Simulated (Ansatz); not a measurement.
MoSe2:
```cif
data_Mo2Se4
_chemical_formula_sum 'Mo2 Se4'
_space_group_name_H-M_alt 'P63/mmc'
_space_group_IT_number 194
_space_group_name_Hall '-P 6c 2c'
_cell_length_a 3.27706
_cell_length_b 3.27706
_cell_length_c 12.73290
_cell_angle_alpha 90.000
_cell_angle_beta 90.000
_cell_angle_gamma 120.000
loop_
_atom_site_label
_atom_site_type_symbol
_atom_site_symmetry_multiplicity
_atom_site_Wyckoff_symbol
_atom_site_fract_x
_atom_site_fract_y
_atom_site_fract_z
_atom_site_occupancy
Mo1 Mo 2 d 0.66667 0.33333 0.25000 1
Se1 Se 4 f 0.33333 0.66667 0.11853 1
```

Relaxed with PBE+D3(BJ).

Question: Which orbitals make up the states near the band edges in plane-wave PAW PBE+D3(BJ) (Ansatz code)?

Answer: Top 1 eV of the valence band: Mo 4d 58 %, Se 4p 38 %. Bottom 1 eV of the conduction band: Mo 4d 68 %, Se 4p 26 %. Projections are on Löwdin-orthogonalised atomic valence shells; empty p or d shells of many metals are not among them.

Question: Tabulate the density of states.

Answer: States/eV per cell of 6 atoms, in 0.25 eV bins, energy from the valence-band maximum.

| E (eV) | total | Se 4p | Mo 4d | Se 4s |
|---|---|---|---|---|
| -7.85 | 0.00 | 0.00 | 0.00 | 0.00 |
| -7.60 | 0.00 | 0.00 | 0.00 | 0.00 |
| -7.35 | 0.00 | 0.00 | 0.00 | 0.00 |
| -7.10 | 0.00 | 0.00 | 0.00 | 0.00 |
| -6.85 | 0.00 | 0.00 | 0.00 | 0.00 |
| -6.60 | 0.03 | 0.02 | 0.01 | 0.00 |
| -6.35 | 0.55 | 0.39 | 0.10 | 0.01 |
| -6.10 | 1.82 | 1.28 | 0.35 | 0.04 |
| -5.85 | 3.06 | 2.12 | 0.65 | 0.07 |
| -5.60 | 5.63 | 3.73 | 1.53 | 0.08 |
| -5.35 | 7.47 | 5.10 | 1.98 | 0.13 |
| -5.10 | 3.87 | 2.60 | 1.07 | 0.09 |
| -4.85 | 2.56 | 1.71 | 0.69 | 0.08 |
| -4.60 | 2.80 | 1.84 | 0.70 | 0.13 |
| -4.35 | 5.15 | 3.29 | 1.35 | 0.26 |
| -4.10 | 5.21 | 3.24 | 1.47 | 0.26 |
| -3.85 | 5.24 | 3.20 | 1.49 | 0.28 |
| -3.60 | 3.91 | 2.40 | 1.23 | 0.13 |
| -3.35 | 6.13 | 3.72 | 2.13 | 0.14 |
| -3.10 | 5.80 | 3.19 | 2.39 | 0.10 |
| -2.85 | 3.49 | 1.88 | 1.48 | 0.06 |
| -2.60 | 4.65 | 2.69 | 1.73 | 0.14 |
| -2.35 | 7.21 | 4.26 | 2.63 | 0.18 |
| -2.10 | 6.97 | 4.33 | 2.33 | 0.14 |
| -1.85 | 5.25 | 3.23 | 1.82 | 0.08 |
| -1.60 | 5.90 | 3.82 | 1.84 | 0.06 |
| -1.35 | 3.76 | 1.93 | 1.67 | 0.03 |
| -1.10 | 6.43 | 2.35 | 3.84 | 0.09 |
| -0.85 | 5.10 | 2.02 | 2.88 | 0.05 |
| -0.60 | 2.94 | 1.02 | 1.81 | 0.04 |
| -0.35 | 0.85 | 0.31 | 0.50 | 0.03 |
| -0.10 | 0.19 | 0.07 | 0.11 | 0.01 |
| 0.15 | 0.00 | 0.00 | 0.00 | 0.00 |
| 0.40 | 0.00 | 0.00 | 0.00 | 0.00 |
| 0.65 | 0.00 | 0.00 | 0.00 | 0.00 |
| 0.90 | 0.75 | 0.25 | 0.46 | 0.02 |
| 1.15 | 2.82 | 0.81 | 1.83 | 0.07 |
| 1.40 | 5.04 | 1.27 | 3.49 | 0.10 |
| 1.65 | 7.57 | 2.01 | 5.20 | 0.12 |
| 1.90 | 9.61 | 2.80 | 6.17 | 0.17 |
| 2.15 | 7.09 | 2.73 | 3.92 | 0.11 |
| 2.40 | 6.43 | 2.94 | 3.10 | 0.13 |
| 2.65 | 5.01 | 2.15 | 2.49 | 0.13 |
| 2.90 | 3.46 | 1.65 | 1.57 | 0.09 |
| 3.15 | 3.56 | 1.76 | 1.57 | 0.08 |
| 3.40 | 4.40 | 2.10 | 1.99 | 0.14 |
| 3.65 | 3.66 | 1.72 | 1.63 | 0.13 |
| 3.90 | 2.65 | 1.22 | 1.18 | 0.12 |
| 4.15 | 1.76 | 0.79 | 0.80 | 0.10 |
| 4.40 | 0.19 | 0.08 | 0.09 | 0.01 |
| 4.65 | 0.00 | 0.00 | 0.00 | 0.00 |
| 4.90 | 0.03 | 0.00 | 0.00 | 0.00 |
| 5.15 | 0.36 | 0.02 | 0.02 | 0.00 |
| 5.40 | 0.81 | 0.06 | 0.03 | 0.01 |

Space group P6_3/mmc. The cell was relaxed with PBE+D3(BJ) under the symmetry of its start; phonons on a q-mesh show no instability. The run is not spin-polarised. Scalar-relativistic: spin–orbit coupling is off unless named, which matters more the heavier the elements.

Potentials: the later of the program's two PAW sets.
